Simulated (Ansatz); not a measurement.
SiNi2:
Space group Pnma (No. 62); a = 5.030 Å, b = 3.729 Å, c = 7.070 Å, α = 90.00°, β = 90.00°, γ = 90.00°

```json
[
 {"atom": "Si", "site": "4c", "symmetry": ".m.", "x": "0.2134", "y": "0.7500", "z": "0.1147"},
 {"atom": "Ni", "site": "4c", "symmetry": ".m.", "x": "0.4595", "y": "0.2500", "z": "0.2964"},
 {"atom": "Ni", "site": "4c", "symmetry": ".m.", "x": "0.1691", "y": "0.7500", "z": "0.4397"}
]
```

Relaxed at zero pressure with the program Ansatz at the PBE level (PAW).

The volume is raised by 3 % and shape and atoms relax at that volume. What pressure results, and how do the axes share the change?

-5.1 GPa; a 1.7 %, b 0.6 %, c 0.7 %; the energy rises by 5 meV/atom.

Give the new structure.


Space group Pnma (No. 62); a = 5.1149 Å, b = 3.7515 Å, c = 7.1167 Å, α = 90.00°, β = 90.00°, γ = 90.00°

```
atom  site  symmetry       x       y       z
----  ----  --------  ------  ------  ------
Si      4c       .m.  0.2176  0.7500  0.1157
Ni      4c       .m.  0.4608  0.2500  0.2992
Ni      4c       .m.  0.1674  0.7500  0.4398
```

The phase is kept; no other phase was compared at this pressure.

The cell was relaxed with PBE under the symmetry of its start. No spin polarisation was allowed.

Potentials: the earlier of the program's two PAW sets.
